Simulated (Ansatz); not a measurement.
Data:

Ti₃AlC:
```xyz
5
Lattice="4.1054 0.0000 0.0000 0.0000 4.1054 0.0000 0.0000 0.0000 4.1054" Properties=species:S:1:pos:R:3 pbc="T T T"
Ti     2.0527     2.0527     0.0000
Ti     0.0000     2.0527     2.0527
Ti     2.0527     0.0000     2.0527
Al     0.0000     0.0000     0.0000
C      2.0527     2.0527     2.0527
```

This is the LDA-relaxed structure.

Task: All from the program Ansatz at the LDA level (PAW), unless another level is named. Give the Debye temperature from the elastic constants.

Result: 678 K.

Task: And the highest zone-centre frequency?

Result: 21.72 THz.

Space group Pm-3m (anti-perovskite). The first step of the workflow began from a Materials Project structure, measured or hypothetical; the Crystallography Open Database copy checked does not list it. Whether it is the stable phase at ambient conditions was not checked. The cell was relaxed with LDA under the symmetry of its start; of distortions, only those at the zone centre were tested. No spin polarisation was allowed. As this level gives no gap, shear constants depend on the k-mesh and smearing (Fermi–Dirac, 0.1 eV here). As this level gives no gap, phonon frequencies hold no LO–TO term and depend on the k-mesh and smearing (Fermi–Dirac, 0.1 eV here).

Potentials: the earlier of the program's two PAW sets.
